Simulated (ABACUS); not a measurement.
Consider a self-consistent single point of GeRh (Pnma, 8 atoms in the cell; from Materials Project mp-22239, changed as shown).

```
GeRh
1.0
    5.72829     0.00000     0.00000
    0.00000     3.35979     0.00000
    0.00000     0.00000     6.58665
Ge Rh
4 4
Cartesian
  4.62995   2.51984   2.87461
  1.09834   0.83995   3.71204
  3.96249   0.83995   6.16794
  1.76580   2.51984   0.41871
  5.70217   2.51984   5.24706
  0.02612   0.83995   1.33959
  2.89027   0.83995   1.95373
  2.83802   2.51984   4.63292
```

All values come from this method and carry its errors: PBEsol, PseudoDojo 0.4 standard norm-conserving PBEsol (tails mended) pseudopotentials (plane waves; ABACUS 3.10.1).

ABACUS settings:

| setting | value |
|---|---|
| KPT | Gamma 3 4 2 0 0 0 |
| basis_type | pw |
| ecutwfc | 88 Ry |
| smearing_method | gaussian |
| smearing_sigma | 0.00367493 Ry |
| potentials | PseudoDojo 0.4 standard norm-conserving PBEsol (tails mended) |
| symmetry | 1 |
| symmetry_prec | 1e-05 |
| ks_solver | dav_subspace |
| scf_nmax | 100 |
| scf_thr | 1.0e-09 Ry |
| mixing_type | broyden |

Results:

```
Item                                                      Result
------------------------------------------------  --------------
Number of valence electrons                                  124
Number of bands                                               75
Number of k-points after the program's reduction              12
Number of plane waves (most at a k-point)                  11957
Number of SCF iterations                                       9
FFT grid                                            72 × 40 × 75
Free energy E − TS                                -22471.9065 eV
Fermi level (on the code's own zero)                    16.49 eV
Pressure                                              -10.06 GPa
Largest force (vector length)                         0.386 eV/Å
```

Forces (eV/Å):
```csv
atom,Fx,Fy,Fz
Ge1,-0.216,0.000,-0.319
Ge2,0.216,0.000,0.319
Ge3,0.216,0.000,-0.319
Ge4,-0.216,0.000,0.319
Rh5,0.028,0.000,0.006
Rh6,-0.028,0.000,-0.006
Rh7,-0.028,0.000,0.006
Rh8,0.028,0.000,-0.006
```

Stress (GPa, positive for compression):
```
-10.67    0.00    0.00
  0.00   -6.18    0.00
  0.00    0.00  -13.33
```

For comparison: a first run was changed to give this one (lattice vector a scaled by 0.99), and from it to this one the free energy goes down by 11.9 meV/atom, the pressure goes from -11.58 to -10.06 GPa and the largest force hardly changes (0.376 to 0.386 eV/Å).

The structure comes from a collection of computed structures, made at another level of theory; the collection holds predicted forms beside known ones. Its lattice was then scaled. No clean gap shows at this smearing width and mesh (spacing up to 0.48 Å⁻¹); the mesh is coarse for partly filled bands, so the values carry mesh errors.

Cost on one core: around 4 core-minutes (rough).

“Tails mended”: in these copies of the files the far tail of each local potential was reset to the Coulomb form.
